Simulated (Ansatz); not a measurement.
BaTiO3:
Space group P4mm (No. 99); a = b = 3.955 Å, c = 4.045 Å, α = β = γ = 90.00°

```tsv
atom	site	symmetry	x	y	z
Ti	1b	4mm	0.5000	0.5000	0.4470
Ba	1a	4mm	0.0000	0.0000	0.9318
O	1b	4mm	0.5000	0.5000	0.9019
O	2c	2mm.	0.0000	0.5000	0.4127
```

Relaxed at zero pressure with plane-wave PAW PBEsol (Ansatz code).

Question: The volume is raised by 3 % and shape and atoms relax at that volume. What pressure results, and how do the axes share the change?

Answer: -3.2 GPa; a 0.3 %, b 0.3 %, c 2.3 %; the energy rises by 4 meV/atom.

Question: Give the new structure.

Answer: 
Space group P4mm (No. 99); a = b = 3.968 Å, c = 4.139 Å, α = β = γ = 90.00°

| atom | site | symmetry | x | y | z |
|---|---|---|---|---|---|
| Ti | 1b | 4mm | 0.5000 | 0.5000 | 0.4543 |
| Ba | 1a | 4mm | 0.0000 | 0.0000 | 0.9377 |
| O | 1b | 4mm | 0.5000 | 0.5000 | 0.8931 |
| O | 2c | 2mm. | 0.0000 | 0.5000 | 0.4105 |

The phase is kept; no other phase was compared at this pressure.

The PBEsol relaxation kept the symmetry of its start. No spin polarisation was allowed. Spin–orbit coupling is left out wherever it is not named.

Potentials: the later of the program's two PAW sets.
